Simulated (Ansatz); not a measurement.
Here is an unrelaxed guess for SiB2.

```xyz
6
Lattice="3.1192 0.0000 0.0000 -1.5596 2.7013 0.0000 0.0000 0.0000 7.4995" Properties=species:S:1:pos:R:3 pbc="T T T"
Si    0.0000    0.0000    0.0000
Si    0.0000    0.0000    3.7498
B     0.0000    1.8009    1.8749
B     1.5596    0.9004    5.6246
B     0.0000    0.0000    1.8749
B     0.0000    0.0000    5.6246
```

Method: DFT PBE, scalar-relativistic, plane waves, PAW (Ansatz). Plane waves to 420 eV, a k mesh through Γ of 6×6×2 on the computed 6-atom cell and Gaussian smearing (0.10 eV); no spin polarisation.

The zero of energy is the elements' standard structures at the same level; no fitted shifts are applied.

Task: How far from equilibrium is it?

Result: The pressure is -1.6 GPa (the mean over three directions, positive in compression), the largest force is 0.00 eV/Å (symmetry fixes the atoms), and the energy is +0.58 eV/atom against the elements. The shortest distance is 1.80 Å.

Task: How much does it gain on relaxing, and where does it end?

Result: Relaxing gains under 0.1 eV/atom (the start's value is from the coarse mesh, so the gain is rough) in 13 ionic steps and ends at +0.50 eV/atom on the finer mesh. The symmetry stays P6_3/mmc (No. 194). The volume per atom shrinks by 3.5 %, from 10.5 to 10.2 Å³. The shortest distance goes from 1.80 Å (B–B) to 1.72 Å (B–B). The ratio c/a of the conventional cell changes by a factor of 1.10. Conventional cell: a = 2.983 Å, c = 7.915 Å. Si has 2 B at 1.98 Å; around B on its first site lie 3 B at 1.72 Å; B on its second site has 3 B at 1.72 Å and 2 Si at 1.98 Å.

The last run used a 12×12×6 mesh (in the run's order of axes) for its 6-atom cell and Gaussian smearing of 0.10 eV. The relaxation can't lower the symmetry of the start. A structure relaxed within its symmetry needn't be a true minimum.
